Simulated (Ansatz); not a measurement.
SiO2 with boron replacing Si, one structure, two calculations

Cell: a supercell of SiO2 (quartz type, P3_221) built from a measured structure from the Crystallography Open Database (COD), with the ions relaxed around the defect (PBE).

```
B Si O
1.0
    -7.37454    4.25769    5.40840
     7.37454   -4.25769    5.40840
     2.45818    4.25769   -5.40840
B Si O
1 11 24
Direct
  0.33635 0.57185 0.24039
  0.83513 0.07269 0.24096
  0.83227 0.56867 0.73231
  0.32979 0.06338 0.72950
  0.40456 0.15605 0.23290
  0.88912 0.66553 0.22819
  0.92617 0.18799 0.76499
  0.39618 0.66424 0.71209
  0.26611 0.26382 0.52806
  0.74941 0.76399 0.52571
  0.76595 0.26829 0.03115
  0.26932 0.75270 0.03245
  0.51527 0.60193 0.35114
  0.02543 0.09671 0.33463
  0.02773 0.60172 0.84882
  0.52355 0.09335 0.82874
  0.29842 0.59848 0.42312
  0.81408 0.10642 0.45955
  0.78599 0.58680 0.92730
  0.29470 0.07727 0.93184
  0.35756 0.48729 0.70731
  0.86215 0.99721 0.73639
  0.84188 0.48623 0.21928
  0.36818 0.98277 0.23088
  0.31127 0.22492 0.33292
  0.79960 0.74011 0.33142
  0.82394 0.25429 0.85219
  0.30165 0.72693 0.82219
  0.64299 0.34316 0.43349
  0.12998 0.84482 0.42690
  0.16288 0.36620 0.97035
  0.63939 0.85261 0.94200
  0.86334 0.73247 0.71314
  0.36860 0.23758 0.73023
  0.37002 0.71932 0.21709
  0.87105 0.24222 0.23039
```

Sites (sets of like atoms) are named by element and the number of their first atom in this list.

First run. Method: Kohn–Sham DFT in Ansatz, PBE, plane waves and PAW, scalar-relativistic, 420 eV cutoff, Γ-centred 3×3×4 k-points, Fermi–Dirac smearing 0.01 eV, cell charge -1.

```tsv
site	atom	V_zz (10²¹ V/m²)	η
B	1	0.15	0.58
Si5	5	0.70	0.49
Si9	9	0.98	0.96
Si10	10	-2.38	0.64
O14	14	9.33	0.27
O18	18	9.61	0.20
O20	20	9.40	0.22
O21	21	9.61	0.15
O22	22	9.73	0.24
O25	25	9.56	0.16
O26	26	9.75	0.20
O28	28	9.60	0.20
O31	31	10.85	0.22
O35	35	10.92	0.18
```

Second run. The same atoms and settings, except that the functional is r2SCAN and the cutoff is 500 eV.

**Question.** What does the second run give?

**Answer.** 

```
site  atom   V_zz     η  change of V_zz
   B     1   0.15  0.54            0.00
 Si5     5   0.68  0.50           -0.02
 Si9     9   0.95  0.99           -0.03
Si10    10  -2.44  0.62           -0.06
 O14    14   9.20  0.28           -0.13
 O18    18   9.48  0.21           -0.13
 O20    20   9.28  0.22           -0.12
 O21    21   9.47  0.15           -0.14
 O22    22   9.62  0.24           -0.11
 O25    25   9.42  0.16           -0.14
 O26    26   9.64  0.20           -0.11
 O28    28   9.47  0.20           -0.13
 O31    31  10.73  0.22           -0.12
 O35    35  10.78  0.18           -0.14
```

The largest change of V_zz is on O21, from 9.61 to 9.47. In per cent, |V_zz| changes by -3 to +2 on Si, -1 on O (all sites that start above 0.5). The table leaves out 22 of the 36 sites, with |V_zz| up to 10.81; their tensors move by 0.14 at most along any direction. The statements above cover all sites.

The defect repeats with the cell of 36 atoms, so it feels its images: sites between two images don't show the values beside a lone defect, and zeros or small values of η there can come from the images' arrangement. O and Si carry a gradient in the pure host already, so the values there aren't the defect's effect alone. A uniform background compensates the cell's charge.
For the second run: The cell keeps the host's lattice, where the r2SCAN pressure is -5 GPa (in a charged cell this depends on the convention for the mean potential).
